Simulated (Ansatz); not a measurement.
CoH4Cl2O2 in space group C2/m (No. 12; Co on 2a, H on 8j, Cl on 4i, O on 4g) under volume change, plane-wave PAW r²SCAN+D4 (Ansatz code), shape and atoms relaxed at each volume.

| V (Å³/atom) | E − E(relaxed) (meV/atom) | P (GPa) |
|---|---|---|
| 10.789 | 8.5 | 2.97 |
| 11.145 | (withheld) | (withheld) |
| 11.500 | 0.8 | 0.73 |
| 11.856 | 0.0 | 0.00 |
| 12.212 | 0.6 | -0.54 |
| 12.567 | (withheld) | (withheld) |
| 12.923 | 4.4 | -1.09 |

Complete the blanks.


- 12.567, E − E(relaxed) (meV/atom): 2.2
- 12.567, P (GPa): -0.89
- 11.145, E − E(relaxed) (meV/atom): 3.4
- 11.145, P (GPa): 1.71

What does a third-order Birch–Murnaghan fit give for V₀, B₀ and B′?

V₀ = 11.85 Å³/atom, B₀ = 20.3 GPa, B′ = 10.0.

The first step of the workflow began from a Materials Project structure, measured or hypothetical; the Crystallography Open Database files this formula in space group No. 12, but the cells were not matched. Whether it is the stable phase at ambient conditions was not checked. The cell was relaxed with r²SCAN+D4 under the symmetry of its start; whether a distortion lowers the energy is not shown. The final state is ferromagnetic, the only order run, not a proven ground state. The cell computed holds one magnetic atom, so no antiferromagnetic order was within reach. Other orbital occupations within this spin state were not tried. No Hubbard U is applied.

Potentials: the later of the program's two PAW sets.
